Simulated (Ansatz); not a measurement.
Input:

Relaxed Ga₂O₃ (beta-Ga2O3 type, space group C2/m):

```
Ga2O3
1.0
    6.22799    -1.54164     0.00000
    6.22799     1.54164     0.00000
   -1.39171     0.00000     5.71014
Ga O
4 6
Direct
  0.08990   0.08990   0.79472
  0.91010   0.91010   0.20528
  0.65849   0.65849   0.31418
  0.34151   0.34151   0.68582
  0.16348   0.16348   0.10915
  0.83652   0.83652   0.89085
  0.17370   0.17370   0.56434
  0.82630   0.82630   0.43566
  0.49601   0.49601   0.25670
  0.50399   0.50399   0.74330
```

The atoms are displaced by Q × the pattern below (from a DFPT mode at Γ, largest move 1; Q in Å), at fixed cell.

| atom | x | y | z |
|---|---|---|---|
| Ga1 | 0.085 | 0.000 | 0.022 |
| Ga2 | -0.085 | 0.000 | -0.022 |
| Ga3 | 0.033 | 0.000 | 0.062 |
| Ga4 | -0.033 | 0.000 | -0.062 |
| O5 | -0.082 | 0.000 | -0.997 |
| O6 | 0.082 | 0.000 | 0.997 |
| O7 | -0.772 | 0.000 | 0.586 |
| O8 | 0.772 | 0.000 | -0.586 |
| O9 | -0.385 | 0.000 | -0.104 |
| O10 | 0.385 | 0.000 | 0.104 |

Computed with PBE (plane waves to 420 eV, PAW, scalar-relativistic; Ansatz, a quantum-chemistry and plane-wave program). k mesh 11×11×6 (Γ-centred), Fermi-Dirac smearing 0.05 eV. The energy includes the smearing's −TS. Ga2O3 was relaxed with its symmetry unable to fall. The PAW data are Ansatz's earlier set. The zero of ΔE is the undisplaced structure.

The scan covers Q from -0.100 to 0.100 Å in 13 points.

Problem. Is the energy the same for displacements of ±0.100 Å, and if not, which side lies higher?

Solution. Not even: the positive side lies higher at ±0.100 Å.

Problem. Is this a single well or a double well?

Solution. A single well with its minimum at or next to zero displacement.

Problem. What is the energy change at Q = 0.100 Å?

Solution. 683 meV/cell.

Problem. What harmonic wavenumber does the curvature at Q = 0 give?

Solution. 709 cm⁻¹.

(A displaced cell: forces are minus the slopes of the energy, force constants its curvatures, and phonons follow from these.)
